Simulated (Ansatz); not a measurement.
# LaAg: pressure against volume, fitted

```
CELL_PARAMETERS angstrom
3.76000 0.00000 0.00000
0.00000 3.76000 0.00000
0.00000 0.00000 3.76000
ATOMIC_POSITIONS crystal
La 0.50000 0.50000 0.50000
Ag 0.00000 0.00000 0.00000
```

Atom numbers follow the list: La1, Ag2.

Conventional cell: a = 3.760 Å, b = 3.760 Å, c = 3.760 Å, α = 90.00°, β = 90.00°, γ = 90.00°. La (atom 1) has 8 Ag at 3.26 Å as nearest neighbours. Ag (atom 2) has 8 La at 3.26 Å as nearest neighbours.

The cell is COD entry 9008798, as deposited and not checked against the literature; nothing was relaxed.

Spin–orbit coupling is left out, though it moves levels of the heavy atoms by tenths of an eV or more.

The calculation used Ansatz 0.2.0, DFT, PBEsol, all-electron LAPW, scalar-relativistic.

Sampling and basis: a Γ-centred 9×9×9 k mesh, Fermi–Dirac smearing of 0.08 eV, basis error target 0.25 meV/atom, no spin polarisation.

The cell is scaled evenly. Fractional coordinates are held (clamped ions).

```json
{"V (Å³/atom)": "24.984", "P (GPa)": "3.77"}
{"V (Å³/atom)": "26.047", "P (GPa)": "0.93"}
{"V (Å³/atom)": "26.313", "P (GPa)": "0.31"}
{"V (Å³/atom)": "26.579", "P (GPa)": "-0.28"}
{"V (Å³/atom)": "26.844", "P (GPa)": "-0.84"}
{"V (Å³/atom)": "27.110", "P (GPa)": "-1.37"}
{"V (Å³/atom)": "27.642", "P (GPa)": "-2.36"}
{"V (Å³/atom)": "28.173", "P (GPa)": "-3.24"}
```

(1) Fit a third-order Birch–Murnaghan curve to the pressures.

(2) Predict the pressure at the withheld volume, 25.516 Å³/atom.

Results:

(1) P = (3B0/2)(y^(7/2) − y^(5/2))[1 + (3/4)(B0′ − 4)(y − 1)] with y = (V0/V)^(2/3) fits within 0.01 GPa for V0 = 26.451 Å³/atom, B0 = 58.6 GPa and B0′ = 4.19.

(2) There y = 1.0243, so the fit gives 2.28 GPa; the run gave 2.28 GPa.
